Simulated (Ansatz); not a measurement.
This run works on a generated trial structure, not on a known crystal.

Input and command of a plane-wave DFT calculation in Ansatz:

```yaml
crystal:
  lattice:
    - [4.47487124, 0.0, 0.0]
    - [-2.23743562, 3.87535217, 0.0]
    - [0.0, 0.0, 7.96156325]
  atoms:
    - { symbol: Mg, position: [0.5, 0.0, 0.5] }
    - { symbol: Mg, position: [0.0, 0.5, 0.5] }
    - { symbol: Mg, position: [0.5, 0.5, 0.5] }
    - { symbol: Mn, position: [0.0, 0.0, 0.0], spin: 4.0 }
    - { symbol: P, position: [0.33333333, 0.66666667, 0.20076659] }
    - { symbol: P, position: [0.66666667, 0.33333333, 0.79923341] }
    - { symbol: P, position: [0.0, 0.0, 0.5] }
basis:
  ecutwfc: 420
kpoints:
  mp_grid: { grid: [4, 4, 2] }
hamiltonian:
  xc: pbe
scf:
  occupations: { method: gaussian, width: 0.2 }
  lower_state_search: "off"
output:
  forces: true
  stress: true
  eigenvalues: true
  populations: true
magnetization:
  spin_polarized: true
relax:
  adjacent_minimum: "off"
  f_tol: 0.08
  max_steps: 16
  cell: { stress_tol: 0.8 }
```

```bash
ansatz run input.yaml --threads 1 --pin off --max-ram 2560MiB --backend cpu --events-out ev --progress --plain --runs-dir out
```

Processor: Arm Neoverse V1, 1 thread, on a host shared with other jobs.

Task: Estimate time, memory and problem size.

Result: About 2 min, peak memory 0.43 GiB. It solves 39 bands at 8 k points (after reduction by symmetry) with about 2373 plane waves (on the last cell), in 133 SCF iterations over 17 ionic steps, the closing evaluation included.
